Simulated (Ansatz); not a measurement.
Relaxed AlN (zinc blende):

```
AlN
1.0
    0.00000     2.20161     2.20161
    2.20161     0.00000     2.20161
    2.20161     2.20161     0.00000
N Al
1 1
Direct
  0.75000   0.75000   0.75000
  0.00000   0.00000   0.00000
```

In this cell atom 2 (Al, nearest neighbour N at 1.907 Å; its periodic images, 3.1 Å or more away, move with it) is moved by u·(1.000, 0.000, 0.000) + v·(0.000, 1.000, 0.000); the rest is frozen.

Method: PBE (plane waves to 420 eV, PAW, scalar-relativistic; Ansatz, a quantum-chemistry and plane-wave program). k mesh 10×10×10 (Γ-centred), Fermi-Dirac smearing 0.05 eV. Energies are smeared free energies. AlN was relaxed with its symmetry unable to fall.

Changes of ΔE (meV/cell) from the point u = 0.000 Å, v = 0.000 Å when one coordinate moves alone (two changes are said to add if the coupling is within 5 % of the smaller one, nearly so within 20 %):

```csv
point,change
"u = 0.000 Å, v = -0.290 Å",550.4
"u = 0.000 Å, v = -0.145 Å",142.1
"u = -0.290 Å, v = 0.000 Å",550.4
"u = -0.145 Å, v = 0.000 Å",142.1
"u = 0.145 Å, v = 0.000 Å",142.1
"u = 0.290 Å, v = 0.000 Å",550.4
"u = 0.000 Å, v = 0.145 Å",142.1
"u = 0.000 Å, v = 0.290 Å",550.4
```

**Question.** What is the change at u = -0.145 Å, v = -0.145 Å, where both move, and how far is it from the sum?

**Answer.** The sum of the single changes is 142.1 + (142.1) = 284.2; the calculation gives 297.5, so the coupling contributes 13.3 (under 20 % of the smaller single change, nearly additive).

**Question.** Do the two effects add at u = -0.290 Å, v = -0.290 Å? Give the computed change.

**Answer.** The sum of the single changes is 550.4 + (550.4) = 1100.8; the calculation gives 1310.4, so the coupling contributes 209.6 (over 20 % of the smaller single change, not additive).

**Question.** Do the two effects add at u = 0.290 Å, v = -0.145 Å? Give the computed change.

**Answer.** The sum of the single changes is 550.4 + (142.1) = 692.5; the calculation gives 745.3, so the coupling contributes 52.8 (over 20 % of the smaller single change, not additive).

(A displaced cell: forces are minus the slopes of the energy, force constants its curvatures, and phonons follow from these.)
